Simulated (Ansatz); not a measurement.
HfCl₄:
```
HfCl4
1.0
    6.12464     0.00000     0.00000
    0.00000     7.13497     0.00000
   -1.97044     0.00000     5.70985
Hf Cl
2 8
Direct
  0.50000   0.66630   0.75000
  0.50000   0.33370   0.25000
  0.26684   0.38937   0.50448
  0.73316   0.61063   0.49552
  0.73316   0.38937   0.99552
  0.26684   0.61063   0.00448
  0.23901   0.12950   0.01236
  0.76099   0.87050   0.98764
  0.76099   0.12950   0.48764
  0.23901   0.87050   0.51236
```

Relaxed with LDA.

### Question
Give the optical modes at the zone centre with their infrared activity from DFPT, LDA (plane waves, PAW; program Ansatz).

### Answer
Transverse frequencies, without the LO–TO term; a row sums one degenerate level.

| ω (cm⁻¹) | degeneracy | IR ((D/Å)²/amu) | activity | symmetry |
|---|---|---|---|---|
| 41 | 1 | 0.00 | IR-inactive | Bg |
| 52 | 1 | 0.30 | IR | Bu |
| 70 | 1 | 0.00 | IR-inactive | Bg |
| 79 | 1 | 0.00 | IR-inactive | Ag |
| 86 | 1 | 0.00 | IR-inactive | Ag |
| 87 | 1 | 0.01 | IR | Au |
| 89 | 1 | 0.00 | IR-inactive | Bg |
| 92 | 1 | 1.28 | IR | Bu |
| 107 | 1 | 0.00 | IR-inactive | Bg |
| 113 | 1 | 2.37 | IR | Bu |
| 120 | 1 | 0.00 | IR-inactive | Ag |
| 122 | 1 | 0.00 | IR-inactive | Bg |
| 122 | 1 | 0.70 | IR | Au |
| 142 | 1 | 0.00 | IR-inactive | Ag |
| 154 | 1 | 0.10 | IR | Au |
| 202 | 1 | 3.77 | IR | Bu |
| 218 | 1 | 0.00 | IR-inactive | Bg |
| 227 | 1 | 2.18 | IR | Au |
| 234 | 1 | 0.00 | IR-inactive | Ag |
| 270 | 1 | 9.20 | IR | Bu |
| 290 | 1 | 0.00 | IR-inactive | Ag |
| 295 | 1 | 4.24 | IR | Au |
| 300 | 1 | 0.00 | IR-inactive | Bg |
| 373 | 1 | 8.44 | IR | Bu |
| 373 | 1 | 0.00 | IR-inactive | Bg |
| 376 | 1 | 4.59 | IR | Au |
| 390 | 1 | 0.00 | IR-inactive | Ag |

### Question
How high does the top mode go among those that the LO–TO term moves?

### Answer
388 cm⁻¹ for q along x, 394 cm⁻¹ for q along y, 391 cm⁻¹ for q along z.

Space group P2/c. The workflow started from a Materials Project entry (that database holds measured and hypothetical structures alike); the Crystallography Open Database files this formula in space group No. 13, but the cells were not matched. Whether it is the stable phase at ambient conditions was not checked. The cell was relaxed with LDA under the symmetry of its start; phonons on a q-mesh show no instability. No spin polarisation was allowed. A crystal of weakly bound chains computed without a dispersion correction: the cell and the soft elastic constants depend strongly on that. Scalar-relativistic: spin–orbit coupling is off unless named, which matters more the heavier the elements.

Potentials: the earlier of the program's two PAW sets.
